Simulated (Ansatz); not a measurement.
NaH (rock salt), relaxed and computed with several functionals in Ansatz (plane waves, PAW). Much of their spread follows the volume that each gives.

```
functional  V (Å³/atom)  highest Γ mode, no LO–TO term (cm⁻¹)
----------  -----------  ------------------------------------
r²SCAN            13.78                                   541
LDA               12.89                                   561
PBEsol            13.75                                     ?
PBE               14.10                                   494
```

### Question
Fit a straight line to ln ω against ln V and predict the withheld value.

### Answer
Least squares on the 3 shown rows: ln ω = -1.22 × ln V + (9.458), with a scatter of 3 %. For PBEsol this gives 523. The run itself gave 519, within the scatter.

All cells were relaxed under the symmetry of their starts (and spin orders); stability against distortions was not tested throughout.

Potentials: the later of the program's two PAW sets.

Ansatz (a first-principles code) is a plane-wave DFT program.
